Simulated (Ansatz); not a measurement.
Y3Si3Pd2:
```xyz
16
Lattice="2.1276 -5.2046 0.0000 2.1276 5.2046 0.0000 0.0000 0.0000 14.1839" Properties=species:S:1:pos:R:3 pbc="T T T"
Y      2.1276    -4.2565    12.6278
Y      2.1276     4.2565     1.5561
Y      2.1276     4.2565     5.5358
Y      2.1276    -4.2565     8.6480
Y      2.1276     1.3713     3.5460
Y      2.1276    -1.3713    10.6379
Si     2.1276     1.7107    10.6379
Si     2.1276    -1.7107     3.5460
Si     2.1276     1.0965     0.5544
Si     2.1276    -1.0965    13.6295
Si     2.1276    -1.0965     7.6463
Si     2.1276     1.0965     6.5375
Pd     2.1276    -3.1151     1.3663
Pd     2.1276     3.1151    12.8175
Pd     2.1276     3.1151     8.4583
Pd     2.1276    -3.1151     5.7256
```

Relaxed with r²SCAN. Special points in fractions of this cell's reciprocal vectors: Γ (0.000, 0.000, 0.000); Y (-0.500, 0.500, 0.000); C0 (-0.292, 0.708, 0.000); Σ0 (0.292, 0.292, 0.000); Z (0.000, 0.000, 0.500); A0 (0.292, 0.292, 0.500); E0 (-0.292, 0.708, 0.500); T (-0.500, 0.500, 0.500); S (0.000, 0.500, 0.000); R (0.000, 0.500, 0.500).

Question: List the band energies nearest the Fermi level at these points for r²SCAN in the plane-wave PAW code Ansatz.

Answer: In eV from the Fermi level; about four levels below and three above (degenerate sets whole), none deeper than 8.9 eV; points with the same levels are listed once.

```csv
k,below,above
Γ,-0.65 -0.33 -0.18 -0.02,0.16 0.59 0.68
Y,-1.00 -0.95 -0.52 -0.43,0.16 0.19 0.92
C0,-1.03 -1.02 -0.20 -0.09,0.41 0.54 0.80
Z,-0.54 -0.54 -0.06 -0.06,0.23 0.23 0.83 0.83
A0,-1.13 -1.13 -0.12 -0.12,0.39 0.39 1.09 1.09
T,-0.70 -0.70 -0.42 -0.42,0.11 0.11 1.12 1.12
S,-1.25 -1.08 -0.45 -0.24,0.22 0.36 0.65
R,-1.04 -1.04 -0.41 -0.41,0.37 0.37 0.69 0.69
```

Space group Cmcm. The first step of the workflow began from a Materials Project structure, measured or hypothetical; the Crystallography Open Database copy checked does not list it. Whether it is the stable phase at ambient conditions was not checked. The r²SCAN relaxation kept the symmetry of its start; whether a distortion lowers the energy is not shown. The run is not spin-polarised. Scalar-relativistic: spin–orbit coupling is off unless named, which matters more the heavier the elements.

Potentials: the later of the program's two PAW sets.
